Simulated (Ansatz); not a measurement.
## Cd₃Se₂S (P3m1) at 3 levels of theory

One geometry, relaxed with PBE; plane waves with PAW potentials in Ansatz, scalar-relativistic. No spin polarisation. Gaps are the least over mesh and band path; pressure is positive in compression.

```cif
data_structure
_symmetry_space_group_name_H-M 'P 1'
_symmetry_Int_Tables_number 1
_cell_length_a 4.3156
_cell_length_b 4.3156
_cell_length_c 10.5861
_cell_angle_alpha 90.000
_cell_angle_beta 90.000
_cell_angle_gamma 120.000
_cell_volume 170.74
loop_
_atom_site_label
_atom_site_type_symbol
_atom_site_fract_x
_atom_site_fract_y
_atom_site_fract_z
_atom_site_occupancy
Cd1 Cd 0.00000 0.00000 0.00029 1
Cd2 Cd 0.33333 0.66667 0.65784 1
Cd3 Cd 0.66667 0.33333 0.34242 1
Se1 Se 0.33333 0.66667 0.91133 1
Se2 Se 0.00000 0.00000 0.25318 1
S1 S 0.66667 0.33333 0.58495 1
```

```tsv
level	cutoff (eV)	k mesh	gap (eV)	pressure (GPa)
PBE	420	12×12×4	0.56	0.0
```

Task: What comes out on the same cell with r2SCAN, LDA?

Result:
| level | cutoff (eV) | k mesh | gap (eV) | pressure (GPa) |
| --- | --- | --- | --- | --- |
| r2SCAN | 500 | 12×12×4 | 1.02 | -1.5 |
| LDA | 420 | 12×12×4 | 0.29 | -4.5 |

It was reached by relaxing an invented guess, and it needn't be the stable form of this composition.
